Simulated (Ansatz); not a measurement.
Relaxed-ion elastic tensor of B4C in space group Cm (No. 8; Pearson symbol mS30) in GPa (Voigt order), PBEsol in the plane-wave PAW code Ansatz; density 2.56 g/cm³, 7.17 Å³ per atom.

```
  499    108   99.0    0.0  -34.0    0.0
  108    545   96.8    0.0   56.0    0.0
 99.0   96.8    559    0.0   35.4    0.0
  0.0    0.0    0.0    199    0.0   36.5
-34.0   56.0   35.4    0.0    190    0.0
  0.0    0.0    0.0   36.5    0.0    184
```

Q: Is the crystal mechanically stable?

A: Yes: the smallest eigenvalue of C is 154 GPa.

Q: Work out the Voigt, Reuss and Hill averages.

A: K_V = 246, K_R = 243, K_H = 244; G_V = 201, G_R = 192, G_H = 197 GPa.

Q: Give Young's modulus, Poisson's ratio, Pugh's ratio and the universal anisotropy index.

A: E = 9KG/(3K + G) = 465 GPa; ν = 0.18; K/G = 1.24 (brittle by the Pugh limit of 1.75); A_U = 5G_V/G_R + K_V/K_R − 6 = 0.25.

Q: Estimate the sound speeds and the Debye temperature.

A: v_l = √((K + 4G/3)/ρ) = 14100 m/s, v_t = √(G/ρ) = 8770 m/s, mean 9660 m/s; Θ = (h/k)(3n/4πV)^(1/3) v_m = 1490 K.

Q: Solve the Christoffel equation for the three sound speeds along x, y, z.

A: Eigenvalues of C_ijkl n_j n_l equal ρv² (piezoelectric stiffening left out). In km/s, slowest first: x 8.49, 8.53, 14.01; y 7.77, 9.46, 14.60; z 8.54, 8.81, 14.82.

Q: How much does each axis shrink under pressure?

A: Linear compressibilities β_i = Σ_j S_ij (j = 1 to 3): x 1.4, y 1.4, z 1.3 per TPa.

The workflow started from a Materials Project entry (that database holds measured and hypothetical structures alike); the Crystallography Open Database copy checked does not list it. Its standing as an ambient phase is unchecked. The PBEsol relaxation kept the symmetry of its start; phonons on a q-mesh show no instability.

Potentials: the earlier of the program's two PAW sets.
